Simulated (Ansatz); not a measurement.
Input:

MgTi₃N₃O:
```
CELL_PARAMETERS angstrom
      2.97899     0.00000     0.00000
      0.00000     2.97899     0.00000
      0.00000     0.00000     8.58966
ATOMIC_POSITIONS crystal
  Ti 0.00000 0.00000 0.76345
  N  0.50000 0.50000 0.74916
  Ti 0.50000 0.50000 0.00000
  N  0.00000 0.00000 0.00000
  Ti 0.00000 0.00000 0.23655
  N  0.50000 0.50000 0.25084
  Mg 0.50000 0.50000 0.50000
  O  0.00000 0.00000 0.50000
```

This is the r²SCAN-relaxed structure.

Question: All from plane-wave PAW r²SCAN (Ansatz code), unless another level is named. Give the electronic character.

Answer: metallic (no gap).

Question: And the formation energy from the elements (no fitted shifts)?

Answer: -2.12 eV/atom.

Question: And the density of states at the Fermi level?

Answer: 0.31 states/eV per atom (mean over ±0.08 eV).

Space group P4/mmm. The start of the workflow was typed in or built on a structure type; neither database checked (COD, Materials Project) lists it. Its standing as an ambient phase is unchecked. The r²SCAN relaxation kept the symmetry of its start; whether a distortion lowers the energy is not shown. The workflow began spin-polarised and lost its moments. The compound may be a true metal, but semilocal functionals without U, or a wrong spin order, can also close a gap. The references are the lowest solids computed at this level, not always the standard phases (solids in place of the gases).

Potentials: the earlier of the program's two PAW sets.
